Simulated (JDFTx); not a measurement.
```yaml
surface: AlRu(111), Al outermost, slab composition Al6Ru5
bulk: AlRu, Pm-3m, lattice of mp-542569 (not re-optimised)
slab: 11 atoms in 11 planes, 1x1, 8.5 Å between the outermost planes
in-plane cell: 4.218 × 4.218 Å, 15.41 Å²
cell_height: 24.6 Å
sampling: 6×6×1 k mesh, Fermi smearing 0.01 Ha, no spin polarisation
```

Whether this polymorph is the ambient one wasn't checked.

Computed with JDFTx (a modified build): PBE, GBRV ultrasoft potentials, plane waves to 20/100 Ha. Liquid on both sides: soft-sphere model, water, 1 M KF; nuclei fixed. 

Charging data:

```json
[
 {"U − U_pzc (V)": "0.00", "σ (μC/cm²)": "0.00"},
 {"U − U_pzc (V)": "0.32", "σ (μC/cm²)": "8.63"},
 {"U − U_pzc (V)": "0.62", "σ (μC/cm²)": "16.23"}
]
```

Worked example: a check of Lippmann's equation. The grand free energy per area against the neutral slab, Δγ = [F(N) − F(N₀) − μ(N − N₀)]/2A, is taken from the total energies of the same runs.

```csv
U − U_pzc (V),Δγ (mJ/m²)
0.00,0.0
0.32,-13.8
0.62,-51.3
```

Δγ is largest at zero charge and falls away from it, as dγ/dU = −σ demands. At 0.62 V the computed -51.3 mJ/m² stands beside -50.0 mJ/m² from the constant-capacitance formula.
